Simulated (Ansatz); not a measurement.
A geometry of Al2O3 away from equilibrium: step 5 of the relaxation of a generated cell, Al2O3 placed in the AFLOW prototype A2B3_tP10_127_g_ah (D5_a). Computed with r2SCAN (plane waves to 500 eV, PAW, scalar-relativistic; Ansatz, a quantum-chemistry and plane-wave program). Γ-centred k-mesh 4×4×8 on the run's cell (coarser than for final values), Fermi–Dirac smearing 0.05 eV. The plane waves were selected for a different cell earlier on the path.

```yaml
crystal:
  lattice:
    - [5.42395, 0.00000, 0.00000]
    - [0.00000, 5.42395, 0.00000]
    - [0.00000, 0.00000, 2.79006]
  atoms:
    - { symbol: O, position: [0.00000, 0.00000, 0.00000] }
    - { symbol: O, position: [0.50000, 0.50000, 0.00000] }
    - { symbol: O, position: [0.14168, 0.64168, 0.50000] }
    - { symbol: O, position: [0.64168, 0.85832, 0.50000] }
    - { symbol: O, position: [0.35832, 0.14168, 0.50000] }
    - { symbol: O, position: [0.85832, 0.35832, 0.50000] }
    - { symbol: Al, position: [0.30585, 0.80585, 0.00000] }
    - { symbol: Al, position: [0.80585, 0.69415, 0.00000] }
    - { symbol: Al, position: [0.19415, 0.30585, 0.00000] }
    - { symbol: Al, position: [0.69415, 0.19415, 0.00000] }
```

**Question.** What forces act on the atoms (eV/Å)?

**Answer.** 
```
atom     Fx     Fy    Fz
----  -----  -----  ----
O1     0.00   0.00  0.00
O2     0.00   0.00  0.00
O3     0.54   0.54  0.00
O4     0.54  -0.54  0.00
O5    -0.54   0.54  0.00
O6    -0.54  -0.54  0.00
Al7   -0.33  -0.33  0.00
Al8   -0.33   0.33  0.00
Al9    0.33  -0.33  0.00
Al10   0.33   0.33  0.00
```

The path ends in P4/mbm (No. 127). No spin polarisation in the result.

The run could not lower the symmetry of its start; a shaken copy of this end point relaxes with r2SCAN to P2₁ (No. 4), 800 meV/atom lower.

The end of the path is a generated cell of Al2O3: the first start was made by placing the elements on the sites of a structure type, and the end was not matched to a known phase here, so it may be hypothetical. Known forms of Al2O3 include space group No. 167.
